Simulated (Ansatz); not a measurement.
An Ansatz input:

```yaml
crystal:
  lattice:
    - [1.9352628139, 0.0, 0.0]
    - [0.0, 1.9352628139, 0.0]
    - [0.0, 0.0, 1.9352628139]
  atoms:
    - { symbol: B, position: [0.0, 0.0, 0.0] }
hamiltonian:
  xc: lda
  pseudopotentials:
    kind: paw
    azcp:
      B: "pseudopotentials/B.paw.azcp"
basis:
  ecutwfc: 420
  fft_grid_basis: typed
kpoints:
  mp_grid: { grid: [19, 19, 19], shift: [0, 0, 0] }
magnetization:
  spin_polarized: false
scf:
  occupations: { method: fermi_dirac, width: 0.1 }
  lower_state_search: "off"
output:
  stress: true
```

Terminal output

```
Warning: the record states the generating functional pbe (its physics header spells it `PBE`), which answers neither for hamiltonian.xc's functional nor for the lda family's — results may be inconsistent (PPs are generated against a specific XC)
Engine: ansatz 0.2.0, x86_64-unknown-linux-gnu
Pseudopotentials: kind: paw
Pseudopotential: B, paw, valence charge 3, recommended cutoff 420 eV (normal) 
Functional definition: SPW92
  exchange = slater_x
  correlation = pw_c
Crystal: 1 atoms, lattice volume = 7.248 Å³
Basis set: ecut = 420 eV, 147 PW (Γ)
Bands: 6, of which v1, the nominal top of the filled ones, is band 2 counted from 1 (1 counted from 0)
Symmetry: 48 space group operations
Space group: Pm-3m (ITA 221), of the structure as read, at distance tolerance 1.9e-5 Å
k-points: 220 of 6859
Non-local potential: B, projectors of the file, l = 0: 2, l = 1: 2, l = 2: 1
PAW form: soft (Blöchl's): semilocal exchange-correlation on the pseudo side does not see the compensation charge
PAW frozen core: B, regenerated for the run's functional, and the local potential with it (the file was generated under x = pbe(κ = 0.804, μ = 0.2195149727645171), c = pbe(β = 0.06672455060314922))
PAW one-centre angular grid: B, 110 points (default); XC on 64 Gauss nodes
Initial density: superposition of atomic densities (neutral atoms: chi_scale 0, normalization atom), corrected by the library's trained network
Initial wavefunctions: pseudopotential atomic-orbital guess
Functional: x = slater, c = lda
SCF iter   1: F=—  HF=-148.611387 eV  |F-HF|=—  |Δ(HF+E_count)|=         —  Δρ=3.31e-3  dr2=4.85e-4  ethr=1.77e-3  ⟨swp⟩=4.5  Hψ=9926  notcnv=0
SCF iter   2: F=—  HF=-148.611161 eV  |F-HF|=—  |Δ(HF+E_count)|=   2.26e-4  Δρ=1.36e-3  dr2=6.71e-5  ethr=1.62e-5  ⟨swp⟩=1.0  Hψ=3080  notcnv=0
SCF iter   3: F=—  HF=-148.611143 eV  |F-HF|=—  |Δ(HF+E_count)|=   1.76e-5  Δρ=1.62e-4  dr2=5.89e-7  ethr=2.24e-6  ⟨swp⟩=1.8  Hψ=1587  notcnv=0
iter 4 did not close the SCF: its close was put off for the readings that it lacked (scf_convergence_deferred on its scf_iter line)
SCF iter   4: F=-148.611143 eV  HF=-148.611143 eV  |F-HF|=9.86e-9  |Δ(HF+E_count)|=   1.80e-7  Δρ=1.80e-5  dr2=1.75e-8  ethr=1.96e-8  ⟨swp⟩=1.8  Hψ=1605  notcnv=0
iter 5 did not close the SCF: its close was put off for the readings that it lacked (scf_convergence_deferred on its scf_iter line)
SCF iter   5: F=-148.611143 eV  HF=-148.611143 eV  |F-HF|=1.63e-10  |Δ(HF+E_count)|=   8.14e-9  Δρ=2.28e-6  dr2=3.08e-10  ethr=5.82e-10  ⟨swp⟩=1.6  Hψ=1498  notcnv=0
SCF iter   6: F=-148.611143 eV  HF=-148.611143 eV  |F-HF|=4.60e-12  |Δ(HF+E_count)|=  1.36e-10  Δρ=4.09e-7  dr2=1.01e-11  ethr=1.03e-11  ⟨swp⟩=1.0  Hψ=3415  notcnv=0
SCF 1 converged in 6 iterations: F = -148.611143 eV  dr2 = 1.01e-11
SCF converged after 6 iterations
Free energy (F): -148.611143 eV
Harris-Foulkes:  -148.611143 eV  (|F-HF|=4.60e-12)
Internal energy: -148.601058 eV  (E = F + TS)
E sigma→0 (E₀):  -148.606101 eV
Entropy (-TS):   -0.010086 eV (-10.086 meV/atom)
Fermi energy:    9.265955 eV
--- Per-component energies (eV) ---
  E_band       = 11.093472
  E_kinetic    = 45.268985
  E_local      = -9.202766  (includes V_loc(G=0)·N_el)
  E_nonlocal   = 12.589351
  E_hartree    = 1.147726
  E_xc         = -31.120252
  E_vxc        = -36.960139  (∫ρ·V_xc dr)
  E_paw        = -72.328702  (= ΣΔE_a)
  E_vpaw       = -2.897415  (= ΣTr[D̂ρ^β])
  E_aug_tail   = -0.000003  (compensation charges beyond the density's cutoff)
  E_ewald      = -95.001231
  E_core_change = 0.045834  (= ΣΔE_core)
  E_smearing   = -0.010086  (= −TS)
  E_closure    = 0.000000  (closes the sum)
  Σ components = -148.611143   (vs F -148.611143, Δ=0.00e0)
--- Stress (GPa, compression-positive) ---
      -22.956364       0.000000       0.000000
        0.000000     -22.956364      -0.000000
       -0.000000      -0.000000     -22.956364
  P = ⅓ Tr σ = -22.9564 GPa (-229.564 kbar)
```
